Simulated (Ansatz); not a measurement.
MnSi$_{2}$ in space group Cmmm (No. 65; Mn on 2a, Si on 4j), the program Ansatz at the PBE level (PAW), all energies at zero smearing, with the estimated change up to a 700 eV cutoff added, with one set of potentials and settings (totals compare only within such a set). Cell of 6 atoms (2 Mn, 4 Si): -10339.935 eV.

```csv
element,reference phase,E (eV/atom)
Mn,"I-43m, 29 atoms in the cell, spin-polarised",-3898.8617
Si,"Fd-3m, 2 atoms in the cell",-635.8096
```

Formation energy per atom, worked out: (-10339.935 − 2×(-3898.8617) − 4×(-635.8096))/6 = 0.171 eV/atom (17 kJ per mol of atoms), at 0 K, without zero-point energy or fitted corrections.

The cell is a constructed one: a structure type filled with these elements; neither database checked (COD, Materials Project) lists it. Whether it is the stable phase at ambient conditions was not checked. Symmetry was held in the PBE relaxation, as lowered by the spin order; whether a distortion lowers the energy is not shown. Magnetic state: antiferromagnetic, chosen from 4 collinear starts compared on coarse meshes (ties went to the first, and starts can fall back to one state), not a proven ground state. A crystal of weakly bound units computed without a dispersion correction: the cell and the soft elastic constants depend strongly on that. The references are the lowest solids computed at this level, not always the standard phases.

Potentials: the later of the program's two PAW sets.
